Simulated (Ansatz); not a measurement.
The relaxed structure here is a generated cell of Ru: the first start was made by placing the elements on the sites of a structure type, and the end was not matched to a known phase here, so it may be hypothetical. Known forms of Ru include space group No. 194.

One starting cell of Ru (a generated cell, Ru built in the beta-W structure type) was relaxed twice with Ansatz (plane waves, PAW, scalar-relativistic): with r2SCAN at 500 eV and with PBE at 420 eV. The r2SCAN result:

```
Ru
1.0
    4.81263     0.00000     0.00000
    0.00000     4.81263     0.00000
    0.00000     0.00000     4.81263
Ru
8
Direct
  0.25000   0.00000   0.50000
  0.75000   0.00000   0.50000
  0.00000   0.50000   0.25000
  0.00000   0.50000   0.75000
  0.50000   0.25000   0.00000
  0.50000   0.75000   0.00000
  0.00000   0.00000   0.00000
  0.50000   0.50000   0.50000
```

```json
[
 {"quantity": "space group", "r2SCAN": "Pm-3n", "PBE": "Pm-3n"},
 {"quantity": "volume (Å³/atom)", "r2SCAN": "13.93", "PBE": "___"},
 {"quantity": "a (Å)", "r2SCAN": "4.813", "PBE": "___"},
 {"quantity": "gap (eV, no spin-orbit coupling)", "r2SCAN": "0.00", "PBE": "___"}
]
```

Task: What does PBE give for the same quantities?

Result: 
- volume (Å³/atom), PBE: 14.21
- a (Å), PBE: 4.844
- gap (eV, no spin-orbit coupling), PBE: 0.00

Both levels end in the same structure; PBE's volume is 2.0 % larger. Neither column is exact.

No spin polarisation in the result.

The run could not lose the symmetry of its start, so the end can be a saddle point.

All atoms sit on sites fixed by symmetry, so only the cell could relax.

Ansatz is a first-principles code.
